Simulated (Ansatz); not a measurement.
An elastic tensor (GPa, Voigt order, standard axes) from LDA in the plane-wave PAW code Ansatz:

```json
[
 {"": "1", "1": "71.3", "2": "25.7", "3": "4.7", "4": "0.0", "5": "0.0", "6": "0.0"},
 {"": "2", "1": "25.7", "2": "71.3", "3": "4.7", "4": "0.0", "5": "0.0", "6": "0.0"},
 {"": "3", "1": "4.7", "2": "4.7", "3": "59.0", "4": "0.0", "5": "0.0", "6": "0.0"},
 {"": "4", "1": "0.0", "2": "0.0", "3": "0.0", "4": "-13.9", "5": "0.0", "6": "0.0"},
 {"": "5", "1": "0.0", "2": "0.0", "3": "0.0", "4": "0.0", "5": "-13.9", "6": "0.0"},
 {"": "6", "1": "0.0", "2": "0.0", "3": "0.0", "4": "0.0", "5": "0.0", "6": "22.8"}
]
```

Q: Which compound is it?
A. Mg, simple hexagonal
B. Al, dhcp (α-La type)
C. MgO, P6_3/mmc (Mg on 2c, O on 2d)
D. MgO, wurtzite

A: A, Mg, simple hexagonal

Space group P6/mmm (simple hexagonal). The first step of the workflow began from a Materials Project structure, measured or hypothetical; the Crystallography Open Database copy checked does not list it. It is not the phase usual at ambient conditions (space group No. 194). The cell was relaxed with LDA under the symmetry of its start. At this level the phase is mechanically unstable. As this level gives no gap, shear constants depend on the k-mesh and smearing (Fermi–Dirac, 0.1 eV here).

Potentials: the earlier of the program's two PAW sets. The files were generated under PBE; for other functionals the program regenerates the frozen cores, and for LDA and PBEsol the local potential too.
